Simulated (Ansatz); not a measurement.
LaN:
```cif
data_LaN
_chemical_formula_sum 'N1 La1'
_space_group_name_H-M_alt 'P 1'
_space_group_IT_number 1
_cell_length_a 3.96892
_cell_length_b 3.96892
_cell_length_c 3.96892
_cell_angle_alpha 60.000
_cell_angle_beta 60.000
_cell_angle_gamma 60.000
loop_
_space_group_symop_operation_xyz
  'x, y, z'
loop_
_atom_site_label
_atom_site_type_symbol
_atom_site_fract_x
_atom_site_fract_y
_atom_site_fract_z
_atom_site_occupancy
N1 N 0.25000 0.25000 0.25000 1
La1 La 0.00000 0.00000 0.00000 1
```

Relaxed with PBE.

Q: Which orbitals make up the states near the band edges in PBE in the plane-wave PAW code Ansatz?

A: Top 1 eV of the valence band: N 2p 70 %, La 5d 17 %, La 4f 5 %. Bottom 1 eV of the conduction band: La 6s 30 %, La 5d 28 %, La 4f 24 %, N 2s 7 %, N 2p 5 %. Projections are on Löwdin-orthogonalised atomic valence shells; empty p or d shells of many metals are not among them.

Q: Tabulate the density of states.

A: States/eV per cell of 2 atoms, in 0.25 eV bins, energy from the valence-band maximum.

```tsv
E (eV)	total	La 4f	N 2p	La 5d
-7.89	0.00	0.00	0.00	0.00
-7.64	0.00	0.00	0.00	0.00
-7.39	0.00	0.00	0.00	0.00
-7.14	0.00	0.00	0.00	0.00
-6.89	0.00	0.00	0.00	0.00
-6.64	0.00	0.00	0.00	0.00
-6.39	0.00	0.00	0.00	0.00
-6.14	0.00	0.00	0.00	0.00
-5.89	0.00	0.00	0.00	0.00
-5.64	0.00	0.00	0.00	0.00
-5.39	0.00	0.00	0.00	0.00
-5.14	0.00	0.00	0.00	0.00
-4.89	0.00	0.00	0.00	0.00
-4.64	0.00	0.00	0.00	0.00
-4.39	0.00	0.00	0.00	0.00
-4.14	0.00	0.00	0.00	0.00
-3.89	0.00	0.00	0.00	0.00
-3.64	0.00	0.00	0.00	0.00
-3.39	0.00	0.00	0.00	0.00
-3.14	0.00	0.00	0.00	0.00
-2.89	0.00	0.00	0.00	0.00
-2.64	0.00	0.00	0.00	0.00
-2.39	0.61	0.01	0.31	0.23
-2.14	1.49	0.03	0.80	0.50
-1.89	2.05	0.05	1.15	0.65
-1.64	2.98	0.09	1.76	0.92
-1.39	3.96	0.13	2.42	1.21
-1.14	3.67	0.12	2.32	1.01
-0.89	2.74	0.11	1.81	0.61
-0.64	2.85	0.13	1.99	0.46
-0.39	2.35	0.15	1.72	0.32
-0.14	1.31	0.09	0.98	0.17
0.11	0.00	0.00	0.00	0.00
0.36	0.00	0.00	0.00	0.00
0.61	0.00	0.00	0.00	0.00
0.86	0.00	0.00	0.00	0.00
1.11	0.00	0.00	0.00	0.00
1.36	0.03	0.01	0.00	0.00
1.61	0.07	0.02	0.00	0.00
1.86	0.11	0.04	0.01	0.00
2.11	0.81	0.13	0.03	0.46
2.36	3.71	0.68	0.22	2.22
2.61	3.27	1.25	0.25	1.15
2.86	0.04	0.01	0.00	0.02
3.11	0.93	0.41	0.05	0.37
3.36	5.67	2.93	0.51	2.04
3.61	4.53	3.42	0.08	0.91
3.86	12.02	11.14	0.04	0.66
4.11	12.74	12.39	0.02	0.29
```

Space group F-43m (zinc blende). The start of the workflow was typed in or built on a structure type; neither database checked (COD, Materials Project) lists it. COD files the formula under space group No. 225, so this cell is another polymorph or a model. Its standing as an ambient phase is unchecked. The cell was relaxed with PBE under the symmetry of its start; whether a distortion lowers the energy is not shown. Spin–orbit coupling is left out wherever it is not named.

Potentials: the later of the program's two PAW sets.
